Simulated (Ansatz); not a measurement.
PbO2 (rutile, P4_2/mnm) under volume change, PBE (plane waves, PAW; program Ansatz), shape and atoms relaxed at each volume.

| V (Å³/atom) | E − E(relaxed) (meV/atom) | P (GPa) |
|---|---|---|
| 13.486 | 49.3 | 13.21 |
| 13.931 | 20.3 | 7.89 |
| 14.375 | 4.7 | 3.52 |
| 14.820 | 0.0 | 0.00 |
| 15.265 | 4.1 | -2.87 |
| 15.709 | 15.3 | -5.14 |
| 16.154 | 32.1 | -6.87 |

### Question
What does a third-order Birch–Murnaghan fit give for V₀, B₀ and B′?

### Answer
V₀ = 14.82 Å³/atom, B₀ = 105 GPa, B′ = 6.2.

The cell was relaxed with PBE under the symmetry of its start; of distortions, only those at the zone centre were tested. Spin–orbit coupling is left out wherever it is not named.

Potentials: the later of the program's two PAW sets.
